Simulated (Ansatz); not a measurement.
TaW$_{3}$ (Cu3Au type, Pm-3m) at seven volumes, PBEsol in the plane-wave PAW code Ansatz, scaled uniformly. One row is withheld.

```json
[
 {"V (Å³/atom)": "15.026", "P (GPa)": "30.62"},
 {"V (Å³/atom)": "15.522", "P (GPa)": "18.88"},
 {"V (Å³/atom)": "16.017", "P (GPa)": "?"},
 {"V (Å³/atom)": "16.512", "P (GPa)": "0.00"},
 {"V (Å³/atom)": "17.008", "P (GPa)": "-7.57"},
 {"V (Å³/atom)": "17.503", "P (GPa)": "-14.12"},
 {"V (Å³/atom)": "17.998", "P (GPa)": "-19.76"}
]
```

Fit the shown pressures and predict the withheld one.

Third-order Birch–Murnaghan: P = (3/2)B₀(x^(7/2) − x^(5/2))[1 + (3/4)(B′ − 4)(x − 1)] with x = (V₀/V)^(2/3). Least squares on the six rows gives V₀ = 16.512 Å³/atom, B₀ = 270.9 GPa, B′ = 3.85. At V = 16.017, x = 1.0205 and P = 8.74 GPa. The run itself gave 8.75 GPa.

A made-up cell: these elements were put on the sites of a structure type; neither database checked (COD, Materials Project) lists it. Whether it is the stable phase at ambient conditions was not checked. Symmetry was held in the PBEsol relaxation. At this level the phase is mechanically unstable. No spin polarisation was allowed. Scalar-relativistic: spin–orbit coupling is off unless named, which matters more the heavier the elements.

Potentials: the earlier of the program's two PAW sets. The files were generated under PBE; for other functionals the program regenerates the frozen cores, and for LDA and PBEsol the local potential too.
